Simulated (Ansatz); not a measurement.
All numbers below come from Ansatz 0.2.0, DFT PBE, scalar-relativistic, plane waves, PAW. Cutoff 420 eV, Γ-centred 4×4×6 mesh (10-atom cell), Gaussian smearing of 0.02 eV, no spin polarisation.

Formation energies are uncorrected and count from the elements' standard states at the same level.

Question: Find a candidate tetragonal semiconductor that holds Ge and 2 more elements, with a gap near 1.0 eV, a formation energy near −0.79 eV/atom and about 31 Å³ per atom, in a cell of 10 atoms.

Answer: LiGeBr3, space group P4/mbm (No. 127). Around Li lie 4 Br at 3.21 Å and 4 Br at 3.78 Å; around Ge lie 6 Br at 2.69–2.82 Å; around Br on a site of symmetry m2m lie 2 Ge at 2.82 Å and 2 Li at 3.21 Å; around Br on a site of symmetry 4/m lie 2 Ge at 2.69 Å and 4 Li at 3.78 Å.

```cif
data_structure
_symmetry_space_group_name_H-M 'P4/mbm'
_symmetry_Int_Tables_number 127
_cell_length_a 7.5566
_cell_length_b 7.5566
_cell_length_c 5.3710
_cell_angle_alpha 90.000
_cell_angle_beta 90.000
_cell_angle_gamma 90.000
_cell_volume 306.69
loop_
_atom_site_label
_atom_site_type_symbol
_atom_site_symmetry_multiplicity
_atom_site_Wyckoff_symbol
_atom_site_fract_x
_atom_site_fract_y
_atom_site_fract_z
_atom_site_occupancy
Li1 Li 2 c 0.00000 0.50000 0.50000 1
Ge1 Ge 2 a 0.50000 0.50000 0.00000 1
Br1 Br 4 g 0.83562 0.33562 0.00000 1
Br2 Br 2 b 0.50000 0.50000 0.50000 1
```

The volume per atom is 30.67 Å³ and the density is 3.46 g/cm³. The energy over the elements is −0.786 eV/atom and the gap on the 4×4×6 mesh of the 10-atom cell is 0.99 eV.

The structure comes from a generated guess, relaxed at this level; another structure or a mixture of phases may lie lower. Other answers may fit too; this one was computed.

Kohn–Sham gaps at this level usually fall short of measured ones. The reference form of Br is held partly by dispersion forces, which this level lacks. A structure relaxed within its symmetry needn't be a true minimum.
